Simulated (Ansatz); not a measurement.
## SrPtAs: pressure against volume

SrPtAs, P6_3/mmc, a = 4.261 Å, c = 9.033 Å. The structure is a Materials Project entry; whether it is the stable form wasn't checked. Ansatz: r2SCAN, PAW, 500 eV, Γ-centred 12×12×4 mesh on 6 atoms, Gaussian smearing 0.10 eV; no spin polarisation. Shape and atoms are relaxed at each volume; pressure is positive in compression.

| V (Å³/atom) | P (GPa) |
| --- | --- |
| 20.832 | ? |
| 21.542 | 8.46 |
| 22.252 | 5.20 |
| 22.962 | 2.39 |
| 23.672 | -0.01 |
| 24.382 | -2.06 |
| 25.093 | -3.86 |
| 26.039 | -5.85 |

Problem. Take V0 = 23.672 Å³/atom, count pressures from its P0 = -0.01 GPa, fit the third-order Birch–Murnaghan form to the other rows, and predict the missing pressure.

Solution. With the Eulerian strain f = ½[(V0/V)^(2/3) − 1] and y = (P − P0)/[3f(1 + 2f)^(5/2)], the form is the line y = B0 + 1.5 B0 (B0′ − 4) f. Rows (f, y): 0.03244, 74.4; 0.02105, 74.4; 0.01025, 74.2; -0.00975, 73.6; -0.01906, 74.2; -0.03078, 74.1. Means f = 0.0006917, y = 74.150; Σ(Δf)² = 0.003003, ΣΔfΔy = 0.01983; the slope is their ratio. y = 74.15 + 6.604 f GPa, so B0 = 74.2 GPa and B0′ = 4 + 2 × (6.604)/(3 × 74.15) = 4.06. At V = 20.832, f = 0.04447, y = 74.44 and P = 12.28 GPa. The run gave 12.23 GPa, so the fit is 0.05 GPa too high, a small miss on the scale of the series.

Spin–orbit coupling is left out, which can shift energies with elements as heavy as these.

Cost: 8 runs of about 17 core-minutes in all, on Oxide Virtual Turin-like Processor (Zen 5) (shared hosts).